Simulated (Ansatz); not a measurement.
Given:

Starting cell, SiC (zinc blende):

```
SiC
1.0
    0.00000     2.18988     2.18988
    2.18988     0.00000     2.18988
    2.18988     2.18988     0.00000
C Si
1 1
Direct
  0.75000   0.75000   0.75000
  0.00000   0.00000   0.00000
```

Scan: atom 1 (C, nearest neighbour Si at 1.896 Å; its periodic images, 3.1 Å or more away, move with it) is displaced towards the nearest neighbour, direction (-0.577, -0.577, 0.577) in Cartesian axes, by s. The other atoms stay.

All values below come from PBE (plane waves to 420 eV, PAW, scalar-relativistic; Ansatz, a first-principles code). k mesh 10×10×10 (Γ-centred), Fermi-Dirac smearing 0.05 eV. Energies are smeared free energies. SiC was relaxed with its symmetry unable to fall. The zero of ΔE is the undisplaced structure.

The scan covers s from -0.190 to 0.190 Å in 11 points.

Is this a single well or a double well?

A single well with its minimum at or next to zero displacement.

Is the energy the same for displacements of ±0.190 Å, and if not, which side lies higher?

Not even: the positive side lies higher at ±0.190 Å. With its periodic images moving along, the atom's site symmetry in this cell is -43m.

What force acts on the atom along the line at s = -0.190 Å?

2.31 eV/Å.

What is the energy change at s = 0.190 Å?

433 meV/cell.

What is the force constant k = d²E/ds² of this move at s = 0?

18.6 eV/Å².

(A displaced cell: forces are minus the slopes of the energy, force constants its curvatures, and phonons follow from these.)
